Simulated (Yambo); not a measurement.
KCl (rock salt, space group Fm-3m, No. 225): the exchange self-energy on LDA orbitals (Yambo, 4×4×4 mesh) holds the Coulomb divergence, which is integrated with random points (RandQpts).

| random points | exchange-only gap Γ → Γ (eV) | shift of the valence edge (eV) | gap against the reference (meV) |
|---|---|---|---|
| 1,000 | 14.21 | -4.71 | 148 |
| 10,000 | 13.96 | -4.42 | -108 |
| 100,000 | 14.10 | -4.58 | 32 |
| 1,000,000 | 14.08 | -4.57 | 16 |
| 5,000,000 | 14.07 | -4.55 | reference |

From 1,000,000 points on, the gap stays within 20 meV of the run with most points. The error is statistical; each row is a single draw, so the rows fix no rate of convergence.

Geometry relaxed with LDA; primitive cell a = b = c = 4.296 Å, α = β = γ = 60.00°.

A shift is the quasiparticle energy of the state minus its LDA energy.
